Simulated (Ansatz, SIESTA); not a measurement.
Ti3Se: programs and potentials compared

```
CELL_PARAMETERS angstrom
3.19745 0.00000 0.00000
-1.59872 2.76907 0.00000
0.00000 0.00000 7.94275
ATOMIC_POSITIONS crystal
Se 0.00000 0.00000 0.00000
Ti 0.66667 0.33333 0.50000
Ti 0.33333 0.66667 0.77290
Ti 0.33333 0.66667 0.22710
```

The cell comes from a database or a generator and needn't be the stable form of this composition.

Alike in all runs: task band structure; functional PBEsol; k mesh 10 × 10 × 4; occupations fermi-dirac, width 0.05 eV; no spin polarisation; no spin-orbit coupling. Pressure is positive in compression and, in plane waves, holds the error of the finite cutoff, which Ansatz's Pulay term estimates and takes out.

```csv
program and potentials,plane-wave cutoff (eV),notes,pressure (GPa),largest force (eV/Å)
"Ansatz, Ansatz PAW",420,"potentials made for PBE, which Ansatz adapts in part",?,?
"Ansatz, all-electron LAPW, scalar-relativistic",-,-,-4.46,0.097
"SIESTA, files PseudoDojo sr-pbesol-0.4.1-standard, DZP (energy shift 0.003 Ry; two zetas on semicore shells)",-,atomic basis,-2.76,0.266
```

Q: Estimate from the other rows what the run with Ansatz, Ansatz PAW gave.

A: Pressure -4.45 GPa; largest force 0.098 eV/Å. The other rows, which needn't bracket it: pressure -4.46 to -2.76; largest force 0.097 to 0.266.
